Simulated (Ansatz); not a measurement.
# Calculated field gradients at the nuclei for NiSb

The cell is an entry of the Crystallography Open Database (COD; perhaps a calculated or model structure) whose atoms were relaxed with PBE, the cell held.

```xyz
4
Lattice="3.9400 0.0000 0.0000 -1.9700 3.4121 0.0000 0.0000 0.0000 5.1400" Properties=species:S:1:pos:R:3 pbc="T T T"
Ni    0.0000    0.0000    0.0000
Ni    0.0000    0.0000    2.5700
Sb    0.0000    2.2748    1.2850
Sb    1.9700    1.1374    3.8550
```

Atom numbers follow the list; atoms alike are taken as one site, whose name carries the number of the first.

Computed with Ansatz: DFT, r2SCAN, plane waves and PAW, scalar-relativistic, collinear spin, 500 eV cutoff, Γ-centred 10×10×7 k-points, Fermi–Dirac smearing 0.05 eV. Start moments as typed (μB): 3 on each Ni, none on the rest. The program fits them to the shells of the files, so those used differ somewhat.

C_Q = eQV_zz/h, which is 24.18 MHz for Q = 1 b and V_zz = 10²¹ V/m²; η = (V_xx − V_yy)/V_zz.

Ni-61: I = 3/2, Q = 162.0 mb; ¹²³Sb: I = 7/2, Q = -692.0 mb. Q values from Pyykkö, Mol. Phys. 116, 1328 (2018).

```
site  atoms (order as listed)                     first shell  V_xx, V_yy, V_zz (10²¹ V/m²)     η  C_Q (MHz)
  Ni                     1, 2  2 Ni at 2.57 Å, 6 Sb at 2.61 Å             1.51, 1.51, -3.03  0.00      -11.9
  Sb                     3, 4                  6 Ni at 2.61 Å            -4.19, -4.19, 8.37  0.00       -140
```

An axis of threefold or higher order runs through Ni and Sb, so V_zz lies along it and η is zero.

The program didn't check the stability of this electronic state in full, so a lower one may lie near. With no gap above 0.1 eV, as in a metal, the gradients converge slowly in k; expect changes of a tenth or more on a denser mesh. Without spin–orbit coupling (the program notes it for Sb) the gradients can shift somewhat, as the gap is small. With these PAW files V_zz is typically within 2 to 3 % of all-electron values, but misses above 10 % occur on Ni, Sb. The start moments die out, and the run ends without spin.

Hardware: 1 thread of Arm Neoverse V2 (aarch64; 28 cores open to the job, memory cap 3.0 GiB, no GPU), a shared host with a load of 0.9 a core. Wall time 1.9 min, CPU time 1.9 min, peak memory 0.76 GiB.
